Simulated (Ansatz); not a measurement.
ZnInGaO4: moving In off its site

ZnInGaO4, R3m, a = 3.361 Å, c = 26.140 Å (as given, not relaxed at this level: -0.6 GPa, forces to 0.07 eV/Å). The structure is a Materials Project entry; whether it is the stable form wasn't checked. Ansatz: PBE, PAW, 420 eV, Γ-centred 12×12×12 mesh on 7 atoms, Gaussian smearing 0.05 eV; no spin polarisation.

```xyz
7
Lattice="1.6803 0.9701 8.7134 -1.6803 0.9701 8.7134 0.0000 -1.9403 8.7134" Properties=species:S:1:pos:R:3 pbc="T T T"
Zn    0.0000    0.0000    5.7086
In    0.0000    0.0000    0.0724
Ga    0.0000    0.0000   20.5732
O     0.0000    0.0000    7.7151
O     0.0000    0.0000   18.5951
O     0.0000    0.0000    3.1817
O     0.0000    0.0000   22.5747
```

Atom 2 (In) moves by x along the unit vector (0.000, 0.000, 1.000), with its periodic images; all else is held. y is the free energy of the cell over the start, F the force along the path summed over the moved atoms.

| x (Å) | y (meV) | F (eV/Å) |
| --- | --- | --- |
| -0.300 | 707.1 | 4.49 |
| -0.200 | 323.9 | 3.14 |
| -0.100 | 84.4 | 1.63 |
| 0.000 | 0.0 | 0.05 |
| 0.050 | 17.7 | -0.76 |
| 0.100 | 75.4 | -1.55 |
| 0.150 | ? | ? |
| 0.200 | 308.8 | -3.10 |
| 0.250 | 482.2 | -3.83 |
| 0.300 | 691.5 | -4.53 |

Task: Fit y = c1 x + c2 x² + c3 x³ to the energies of the other rows, give the force constant, and predict energy and force of the missing row.

Result: Least squares on the rows shown. y = −43.556 x + 7801.8 x² + 211.92 x³. The force constant is 2 c2 = 15.6 eV/Å² (for all images moving together, not for a lone atom). The force −dy/dx at the missing row is -2.31 eV/Å (computed -2.34). At x = 0.150 the fit asked for gives 169.7 meV. The run gave 172.7 meV, so the fit is 3.0 meV too low, within twice the rms miss on the fitted rows (2.9 meV).